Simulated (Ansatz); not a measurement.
Density of states of P (Cmce, a = 3.349 Å, b = 9.896 Å, c = 3.831 Å, α = 90.00°, β = 90.00°, γ = 90.00°), in states per eV and primitive cell, averaged over bins of 0.3 eV. Level of theory: DFT PBEsol+D3(BJ), scalar-relativistic, plane waves, PAW in Ansatz 0.2.0.

Plane waves to 420 eV, a k mesh through Γ of 14×14×12 on the computed 4-atom cell and Gaussian smearing (0.10 eV); no spin polarisation.

The cell is relaxed at this level. The states (both spins) are summed by tetrahedra on a 21×21×18 mesh at the self-consistent density. Energies are bin centres; the table starts no lower than −8 eV and ends at 6 eV, or lower where the solved bands end.

It is a metal at this level.

```
E − E_F (eV) total P 3p P 3s
       -7.90   0.54  0.31  0.22
       -7.60   0.95  0.72  0.22
       -7.30   1.16  0.94  0.21
       -7.00   1.34  1.11  0.22
       -6.70   1.37  1.13  0.22
       -6.40   1.46  1.21  0.23
       -6.10   1.64  1.41  0.22
       -5.80   1.84  1.60  0.22
       -5.50   1.90  1.63  0.24
       -5.20   2.00  1.71  0.26
       -4.90   1.90  1.62  0.25
       -4.60   1.72  1.47  0.23
       -4.30   1.79  1.49  0.26
       -4.00   1.83  1.55  0.24
       -3.70   1.98  1.70  0.23
       -3.40   2.11  1.82  0.23
       -3.10   2.36  2.06  0.24
       -2.80   2.06  1.78  0.21
       -2.50   2.06  1.75  0.25
       -2.20   2.18  1.80  0.31
       -1.90   1.80  1.43  0.30
       -1.60   1.66  1.29  0.30
       -1.30   1.45  1.13  0.26
       -1.00   1.41  1.10  0.25
       -0.70   1.04  0.81  0.18
       -0.40   0.63  0.49  0.11
       -0.10   0.49  0.38  0.09
        0.20   0.81  0.60  0.13
        0.50   0.81  0.60  0.13
        0.80   1.11  0.80  0.16
        1.10   1.66  1.17  0.25
        1.40   2.40  1.67  0.33
        1.70   2.90  2.01  0.37
        2.00   2.83  2.03  0.31
        2.30   2.62  1.88  0.25
        2.60   2.50  1.77  0.22
        2.90   1.97  1.38  0.17
        3.20   1.97  1.37  0.16
        3.50   2.31  1.54  0.19
        3.80   2.49  1.60  0.19
        4.10   2.33  1.44  0.17
        4.40   2.09  1.23  0.15
        4.70   2.11  1.16  0.14
        5.00   1.99  1.00  0.12
        5.30   1.92  0.93  0.10
        5.60   1.95  0.91  0.10
```

The columns after the total are the Löwdin projections on the occupied valence shells of the potentials. The rest of the total lies in shells that are empty in the free atom, which aren't projected, and between the atoms.

Cost: 1 run of about 1.3 core-minutes, on Intel Xeon 6975P-C (Granite Rapids) (shared hosts).